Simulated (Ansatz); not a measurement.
Ansatz (an electronic-structure program) input:

Ansatz 0.2 input:
```yaml
crystal:
  lattice:
    - [4.4073371311, 0.0, 0.0]
    - [-2.2036685656, 3.8168659186, 0.0]
    - [0.0, 0.0, 10.8179639583]
  atoms:
    - { symbol: Sn, position: [0.3333333333, 0.6666666667, 0.8259969897] }
    - { symbol: Sn, position: [0.6666666667, 0.3333333333, 0.1740030103] }
    - { symbol: Ge, position: [0.0, 0.0, 0.5] }
    - { symbol: Te, position: [0.3333333333, 0.6666666667, 0.3478812762] }
    - { symbol: Te, position: [0.6666666667, 0.3333333333, 0.6521187238] }
    - { symbol: Te, position: [0.0, 0.0, 0.0] }
kpoints:
  mp_grid: { grid: [6, 6, 3] }
hamiltonian:
  xc: r2scan
  pseudopotentials: { kind: paw }
scf:
  occupations: { method: fixed }
output:
  optics: { e_range: [0.0, 15.0], de: 0.05, sigma: 0.1, bands: { spectra_wanted_up_to: 12 eV } }
```

Output (shortened):

```
output.optics: the spectra are integrated over the Brillouin zone by k·p interpolation around the k-points, where levels, occupations, output.optics.sigma and …
Pseudopotentials: kind: paw
Pseudopotential: Sn, paw, valence charge 14
Pseudopotential: Ge, paw, valence charge 14
Pseudopotential: Te, paw, valence charge 16
Functional definition: r2SCAN
Crystal: 6 atoms, lattice volume = 181.982 Å³
Basis set: ecut = 500 eV, 4527 PW (Γ), exchange–correlation on 144×144×320 points (64 copies of the dense FFT grid, shifted against one another)
Bands: 54, of which v1, the nominal top of the filled ones, is band 45 counted from 1 (44 counted from 0)
Symmetry: 12 space group operations
Space group: P-3m1 (ITA 164), of the structure as read, at distance tolerance 5.7e-5 Å
k-points: 17 of 108
PAW frozen core: Sn, regenerated for the run's functional
PAW frozen core: Ge, regenerated for the run's functional
PAW frozen core: Te, regenerated for the run's functional
Initial wavefunctions: pseudopotential atomic-orbital guess
Eigensolver: davidson
Functional: x = r2scan, c = r2scan; τ floored in thin density (d = 2e-4 eV/Å³)
SCF iter   1: F=—  HF=-37365.619420 eV  |F-HF|=—  |Δ(HF+E_count)|=         —  Δρ=3.72e-3  dr2=1.77e-2  dr2_τ=1.76e-3  ethr=1.77e-3  ⟨swp⟩=5.0  Hψ=2974  notcnv=0  defer=110
all-band conjugate gradients solve this SCF's bands
preconditioner: auto → Resta (q_TF=auto, 2.426 Å⁻¹)
SCF iter   2: F=—  HF=-37365.645923 eV  |F-HF|=—  |Δ(HF+E_count)|=   2.65e-2  Δρ=1.74e-3  dr2=6.30e-3  dr2_τ=8.22e-5  ethr=1.96e-5  ⟨swp⟩=2.4  Hψ=1629  notcnv=0  defer=118
SCF iter   3: F=—  HF=-37365.646266 eV  |F-HF|=—  |Δ(HF+E_count)|=   3.43e-4  Δρ=9.13e-4  dr2=1.65e-3  dr2_τ=2.71e-5  ethr=7.00e-6  ⟨swp⟩=2.1  Hψ=1046  notcnv=0  defer=117
SCF iter   4: F=—  HF=-37365.646592 eV  |F-HF|=—  |Δ(HF+E_count)|=   3.26e-4  Δρ=1.71e-4  dr2=2.53e-4  dr2_τ=1.87e-6  ethr=1.83e-6  ⟨swp⟩=2.0  Hψ=1148  notcnv=0  defer=117
SCF iter   5: F=—  HF=-37365.646565 eV  |F-HF|=—  |Δ(HF+E_count)|=   2.63e-5  Δρ=9.84e-5  dr2=1.79e-5  dr2_τ=3.00e-7  ethr=2.81e-7  ⟨swp⟩=2.4  Hψ=1173  notcnv=0  defer=79
SCF iter   6: F=—  HF=-37365.646573 eV  |F-HF|=—  |Δ(HF+E_count)|=   7.07e-6  Δρ=3.09e-5  dr2=1.97e-6  dr2_τ=3.96e-8  ethr=1.99e-8  ⟨swp⟩=2.0  Hψ=1336  notcnv=0  defer=54
SCF iter   7: F=—  HF=-37365.646557 eV  |F-HF|=—  |Δ(HF+E_count)|=   1.56e-5  Δρ=1.16e-5  dr2=3.19e-7  dr2_τ=5.22e-9  ethr=2.19e-9  ⟨swp⟩=2.0  Hψ=1377  notcnv=0  defer=51
SCF iter   8: F=—  HF=-37365.646557 eV  |F-HF|=—  |Δ(HF+E_count)|=   1.68e-8  Δρ=2.69e-6  dr2=1.21e-8  dr2_τ=1.86e-10  ethr=3.54e-10  ⟨swp⟩=2.0  Hψ=1384  notcnv=0  defer=51
SCF iter  11: F=-37365.646557 eV  HF=-37365.646557 eV  |F-HF|=0.00e0  |Δ(HF+E_count)|=  2.91e-11  Δρ=4.98e-8  dr2=4.75e-12  dr2_τ=1.16e-13  ethr=1.00e-12  ⟨swp⟩=9.8  Hψ=4158  notcnv=0
SCF 1 converged in 11 iterations: F = -37365.646557 eV  dr2 = 4.75e-12
NSCF: frozen V_eff on 17 k-points
Optics k sum: 0 of 17 k-points
Optics k sum: 1 of 17 k-points
Optics k sum: 2 of 17 k-points
Optics k sum: 3 of 17 k-points
Optics k sum: 4 of 17 k-points
Optics k sum: 5 of 17 k-points
Optics k sum: 6 of 17 k-points
Optics k sum: 7 of 17 k-points
Optics k sum: 8 of 17 k-points
Optics k sum: 9 of 17 k-points
Optics k sum: 10 of 17 k-points
Optics k sum: 11 of 17 k-points
Optics k sum: 12 of 17 k-points
Optics k sum: 13 of 17 k-points
Optics k sum: 14 of 17 k-points
Optics k sum: 15 of 17 k-points
Optics k sum: 16 of 17 k-points
Optics k sum: 17 of 17 k-points
Optics k sum: 0 of 17 k-points
Optics k sum: 1 of 17 k-points
Optics k sum: 2 of 17 k-points
Optics k sum: 3 of 17 k-points
Optics k sum: 4 of 17 k-points
Optics k sum: 5 of 17 k-points
Optics k sum: 6 of 17 k-points
Optics k sum: 7 of 17 k-points
Optics k sum: 8 of 17 k-points
Optics k sum: 9 of 17 k-points
Optics k sum: 10 of 17 k-points
Optics k sum: 11 of 17 k-points
Optics k sum: 12 of 17 k-points
Optics k sum: 13 of 17 k-points
Optics k sum: 14 of 17 k-points
Optics k sum: 15 of 17 k-points
Optics k sum: 16 of 17 k-points
Optics k sum: 17 of 17 k-points
Optics k sum: 0 of 17 k-points
Optics k sum: 1 of 17 k-points
Optics k sum: 2 of 17 k-points
Optics k sum: 3 of 17 k-points
Optics k sum: 4 of 17 k-points
Optics k sum: 5 of 17 k-points
Optics k sum: 6 of 17 k-points
Optics k sum: 7 of 17 k-points
Optics k sum: 8 of 17 k-points
Optics k sum: 9 of 17 k-points
Optics k sum: 10 of 17 k-points
Optics k sum: 11 of 17 k-points
Optics k sum: 12 of 17 k-points
Optics k sum: 13 of 17 k-points
Optics k sum: 14 of 17 k-points
Optics k sum: 15 of 17 k-points
Optics k sum: 16 of 17 k-points
Optics k sum: 17 of 17 k-points
NSCF: frozen V_eff on 1 k-points
NSCF: frozen V_eff on 1 k-points
NSCF: frozen V_eff on 1 k-points
output.optics: what the bands over the 95 summed would add to eps1, eps2 and the energy-loss function is held between a lower and an upper bound (8 Lanczos …
SCF converged after 11 iterations
Free energy (F): -37365.646557 eV
Harris-Foulkes:  -37365.646557 eV  (|F-HF|=0.00e0)
Internal energy: -37365.646557 eV  (E = F + TS)
E sigma→0 (E₀):  -37365.646557 eV
Fermi energy:    9.260987 eV
--- Per-component energies (eV) ---
  E_band       = -1183.241203
  E_kinetic    = 1018.522763
  E_local      = -7970.142906  (includes V_loc(G=0)·N_el)
  E_nonlocal   = -583.065122
  E_hartree    = 4566.062681
  E_xc         = -1164.843979
  E_vxc        = -612.126173  (∫ρ·V_xc dr)
  E_paw        = -24399.444632  (= ΣΔE_a)
  E_vpaw       = -2206.018108  (= ΣTr[D̂ρ^β])
  E_aug_tail   = -0.000097  (compensation charges beyond the density's cutoff)
  E_vtau       = 37.463119  (kinetic-family band-sum trace: ∫τ·v_τ [+ j·A + Jᵃ·Aᵃ] dr)
  E_ewald      = -8833.974706
  E_core_change = 1.239440  (= ΣΔE_core)
  E_smearing   =  0.000000  (= −TS)
  E_closure    =  0.000000  (closes the sum)
  Σ components = -37365.646557   (vs F -37365.646557, Δ=0.00e0)
  [band-id]    e_kinetic+e_local+e_nonlocal+2·e_hartree+e_vxc+e_vpaw+e_augmentation_tail+e_vtau = -1183.241161   (vs E_band -1183.241203, Δ=4.23e-5)
--- Band table (eV; the first three rows and the last of 17) ---
  k-point 0: bands = ["-28.6361", "-28.6361", "-28.6357", "-28.6357", "-28.6297", "-28.6297", "-28.6282", "-28.6282", "-28.6262", "-28.6262", "-28.6252", "-28.6248", "-28.6247", "-28.6140", "-28.6140", "-16.5915", "-16.5915", "-16.5824", "-16.5824", "-16.5788", "-13.3720", "-13.3720", "-13.3690", "-13.3690", "-13.3581", "-13.3581", "-13.3562", "-13.3555", "-13.3555", "-13.3551", "-4.1252", "-3.2372", "-3.0172", "1.1649", "1.5642", "4.4190", "7.0331", "7.0331", "7.0651", "7.2985", "7.2985", "7.3349", "7.3349", "8.4643", "9.0452", "10.0913", "10.0913", "10.4827", "10.5294", "10.5294", "10.6299", "12.8456", "12.8511", "12.8511"]
  k-point 1: bands = ["-28.6361", "-28.6361", "-28.6357", "-28.6357", "-28.6297", "-28.6297", "-28.6282", "-28.6282", "-28.6262", "-28.6262", "-28.6251", "-28.6249", "-28.6247", "-28.6140", "-28.6140", "-16.5915", "-16.5915", "-16.5825", "-16.5825", "-16.5788", "-13.3720", "-13.3720", "-13.3690", "-13.3690", "-13.3581", "-13.3581", "-13.3562", "-13.3555", "-13.3555", "-13.3552", "-4.0376", "-3.5952", "-2.6682", "0.5093", "2.5622", "3.8263", "7.0406", "7.0406", "7.1994", "7.1994", "7.3685", "7.4499", "7.4499", "8.3108", "9.2610", "9.7234", "9.7234", "9.8345", "11.2485", "11.2485", "11.4283", "12.2770", "12.2770", "12.3806"]
  k-point 2: bands = ["-28.6361", "-28.6358", "-28.6357", "-28.6355", "-28.6297", "-28.6297", "-28.6284", "-28.6281", "-28.6263", "-28.6262", "-28.6250", "-28.6246", "-28.6245", "-28.6140", "-28.6137", "-16.5919", "-16.5911", "-16.5827", "-16.5825", "-16.5785", "-13.3741", "-13.3705", "-13.3700", "-13.3670", "-13.3596", "-13.3582", "-13.3571", "-13.3551", "-13.3544", "-13.3535", "-3.8941", "-3.0514", "-2.8482", "1.1743", "1.6572", "3.3820", "5.5720", "6.3323", "6.3956", "6.9360", "7.0227", "7.3495", "7.5449", "8.0371", "8.7673", "9.9267", "10.1751", "11.0762", "11.3771", "11.8643", "12.1596", "12.3404", "12.4157", "13.1992"]
  k-point 16: bands = ["-28.6357", "-28.6354", "-28.6354", "-28.6351", "-28.6298", "-28.6291", "-28.6291", "-28.6282", "-28.6264", "-28.6264", "-28.6243", "-28.6240", "-28.6240", "-28.6133", "-28.6133", "-16.5916", "-16.5916", "-16.5829", "-16.5829", "-16.5777", "-13.3758", "-13.3718", "-13.3718", "-13.3679", "-13.3586", "-13.3580", "-13.3580", "-13.3561", "-13.3493", "-13.3493", "-2.3001", "-2.3001", "-2.2950", "0.2526", "1.4337", "1.4337", "4.5049", "4.5049", "4.5715", "5.3803", "5.4317", "5.4317", "7.9526", "8.1203", "8.1203", "10.3094", "10.4130", "10.4130", "13.0030", "13.3089", "13.3089", "14.1290", "14.4237", "14.4237"]
  band table: 54 of 54 bands, residual norms ≤ 1.0e-3 eV
```

Cost: around 12 core-minutes (rough) on shared cores.

The workflow started from a Materials Project entry (that database holds measured and hypothetical structures alike); the Crystallography Open Database copy checked does not list it. With Sn and Ge taken as one species the cell has the higher symmetry Fm-3m, so it may be an ordered model of a mixed-site phase. Its standing as an ambient phase is unchecked. The r²SCAN relaxation kept the symmetry of its start. At this level the phase is dynamically unstable (imaginary phonons). Spin–orbit coupling is left out wherever it is not named.

Potentials: the later of the program's two PAW sets.

Ansatz is a plane-wave DFT program.
